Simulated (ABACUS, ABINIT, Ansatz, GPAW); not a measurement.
CsLiCr2Te2S3: net moment per atom by level of theory

```cif
data_structure
_symmetry_space_group_name_H-M 'P3m1'
_symmetry_Int_Tables_number 156
_cell_length_a 3.6036
_cell_length_b 3.6036
_cell_length_c 19.0665
_cell_angle_alpha 90.000
_cell_angle_beta 90.000
_cell_angle_gamma 120.000
_cell_volume 214.42
loop_
_atom_site_label
_atom_site_type_symbol
_atom_site_symmetry_multiplicity
_atom_site_Wyckoff_symbol
_atom_site_fract_x
_atom_site_fract_y
_atom_site_fract_z
_atom_site_occupancy
Cs1 Cs 1 a 0.00000 0.00000 0.37399 1
Li1 Li 1 c 0.66667 0.33333 0.01607 1
Cr1 Cr 1 a 0.00000 0.00000 0.86637 1
Cr2 Cr 1 b 0.33333 0.66667 0.16833 1
Te1 Te 1 b 0.33333 0.66667 0.53891 1
Te2 Te 1 c 0.66667 0.33333 0.77276 1
S1 S 1 a 0.00000 0.00000 0.10030 1
S2 S 1 b 0.33333 0.66667 0.92920 1
S3 S 1 c 0.66667 0.33333 0.23408 1
```

The cell comes from a database or a generator and needn't be the stable form of this composition.

| rung | level | program and potentials | cutoff (eV) | k mesh | smearing | task | core time | chip | net moment per atom (μB) | notes |
| --- | --- | --- | --- | --- | --- | --- | --- | --- | --- | --- |
| LDA | LDA | ABINIT, Ansatz PAW PBE generated set (earlier soft set), frozen core | 490 | 4 × 4 × 1 | fermi-dirac 0.05 | single point | 9 min | Intel Xeon 6975P-C Granite Rapids | 0.63 | coarse mesh; potentials made for PBE; 10 valence electrons an atom on average |
| GGA | PBE | Ansatz, PseudoDojo standard (PBE files) | 1279 | 9 × 9 × 2 | fermi-dirac 0.05 | single point | 12 min | Arm Neoverse V1 | 0.63 | 10 valence electrons an atom on average |
| GGA | PBE | Ansatz, Ansatz NC with PseudoDojo standard (PBE files) | 1279 | 9 × 9 × 2 | fermi-dirac 0.05 | single point | 13 min | Arm Neoverse V1 | 0.63 | 10 valence electrons an atom on average |
| GGA | PBE | Ansatz, JTH PAW | 1230 | 9 × 9 × 2 | fermi-dirac 0.05 | single point | 14 min | Arm Neoverse V1 | 0.63 | 7.78 valence electrons an atom on average |
| GGA + U (3 eV) | PBE+U (Cr d U = 3 eV) | ABINIT, Ansatz PAW PBE generated set (earlier soft set), frozen core | 419 | 4 × 4 × 1 | fermi-dirac 0.05 | single point | 17 min | Intel Xeon 6975P-C Granite Rapids | 0.69 | coarse mesh; 10 valence electrons an atom on average |
| GGA | PBE | Ansatz, Ansatz PAW (files of its older set among them) | 1070 | 9 × 9 × 2 | fermi-dirac 0.05 | single point | 20 min | Arm Neoverse V1 | 0.63 | 10 valence electrons an atom on average |
| GGA + U (4 eV) | PBE+U (Cr d U = 4 eV) | GPAW, GPAW PAW data sets (gpaw-data 1.2.1) | 800 | 6 × 6 × 1 | fermi-dirac 0.05 | band structure | 29 min | Intel Xeon 6975P-C Granite Rapids | 0.67 | 5.78 valence electrons an atom on average |
| GGA | PBE | ABACUS, SPMS ONCV 1.0 PBE, plane waves | 1293 | 6 × 6 × 1 | fermi-dirac 0.05 | single point | 29 min | Intel Xeon 6975P-C Granite Rapids | (a) | 10 valence electrons an atom on average |
| GGA | revPBE | Ansatz, all-electron LAPW, scalar-relativistic | - | 6 × 6 × 2 | fermi-dirac 0.05 | band structure | 41 min | AMD EPYC Zen 3 | 0.63 | coarse mesh |
| GGA | PBEsol | Ansatz, all-electron LAPW, scalar-relativistic | - | 6 × 6 × 2 | fermi-dirac 0.05 | band structure | 42 min | AMD EPYC Zen 3 | 0.63 | coarse mesh |
| LDA | LDA | GPAW, the program's PAW data sets (release 1.2.1) made for this functional | 800 | 6 × 6 × 1 | fermi-dirac 0.05 | band structure | 83 min | Intel Xeon Platinum 8259CL Skylake/Cascade Lake | (b) | 5.78 valence electrons an atom on average |

Times are single runs on shared hosts and different chips, so they are rough; meshes, cutoffs and the tasks' sizes weigh on the time. All rows: collinear spin, ferromagnetic start. Smearing widths are in eV. For a metal such meshes aren't converged. Meshes differ between rows, which moves values too. Meshes are those of the run's cell of 9 atoms unless a note names another. A magnetic state is the one that its parallel start led to; the crystal's real order can differ. Runs on faulty files, with rough fits or with known faults for this quantity aren't shown. No row holds spin-orbit coupling.

Q: Estimate the values left out from the other rows.

A: (a) 0.64 μB; (b) 0.62 μB.
